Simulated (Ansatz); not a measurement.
AlCo:
```
AlCo
1.0
    2.85198     0.00000     0.00000
    0.00000     2.85198     0.00000
    0.00000     0.00000     2.85198
Al Co
1 1
Direct
  0.00000   0.00000   0.00000
  0.50000   0.50000   0.50000
```

Relaxed with PBE. Special points in fractions of this cell's reciprocal vectors: Γ (0.000, 0.000, 0.000); X (0.000, 0.500, 0.000); M (0.500, 0.500, 0.000); R (0.500, 0.500, 0.500).

Question: List the band energies nearest the Fermi level at these points for DFT-PBE in the program Ansatz with PAW potentials.

Answer: In eV from the Fermi level; about four levels below and three above (degenerate sets whole), none deeper than 8.9 eV; points with the same levels are listed once.

| k | below | above |
|---|---|---|
| Γ | -2.98 -2.98 -0.85 -0.85 -0.85 | 5.91 5.91 5.91 |
| X | -2.39 -1.73 -1.73 -0.74 | 0.17 8.31 10.49 10.49 |
| M | -2.72 -2.72 -1.52 -1.52 -0.25 | 2.38 3.44 12.68 |
| R | -3.96 -3.96 -3.96 -0.21 -0.21 | 2.32 2.32 2.32 |

Space group Pm-3m (CsCl type). Symmetry was held in the PBE relaxation; phonons on a q-mesh show no instability. The run is not spin-polarised.

Potentials: the later of the program's two PAW sets.
